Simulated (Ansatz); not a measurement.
LaSi₂ in space group I4_1/amd (No. 141; La on 4b, Si on 8e) under volume change, the program Ansatz at the LDA level (PAW), shape and atoms relaxed at each volume.

```csv
V (Å³/atom),E − E(relaxed) (meV/atom),P (GPa)
18.729,54.9,10.37
19.347,(withheld),(withheld)
19.964,5.4,2.89
20.582,0.0,0.00
21.199,4.8,-2.42
21.816,(withheld),(withheld)
22.434,39.1,-6.30
```

Q: Some entries are withheld; supply them.

A: 
- 19.347, E − E(relaxed) (meV/atom): 23.0
- 19.347, P (GPa): 6.32
- 21.816, E − E(relaxed) (meV/atom): 18.2
- 21.816, P (GPa): -4.50

Q: What does a third-order Birch–Murnaghan fit give for V₀, B₀ and B′?

A: V₀ = 20.58 Å³/atom, B₀ = 88.6 GPa, B′ = 4.5.

The first step of the workflow began from a Materials Project structure, measured or hypothetical; the Crystallography Open Database files this formula in space group No. 141, but the cells were not matched. Its standing as an ambient phase is unchecked. The cell was relaxed with LDA under the symmetry of its start; its stability against distortions is not shown here. Scalar-relativistic: spin–orbit coupling is off unless named, which matters more the heavier the elements.

Potentials: the later of the program's two PAW sets.
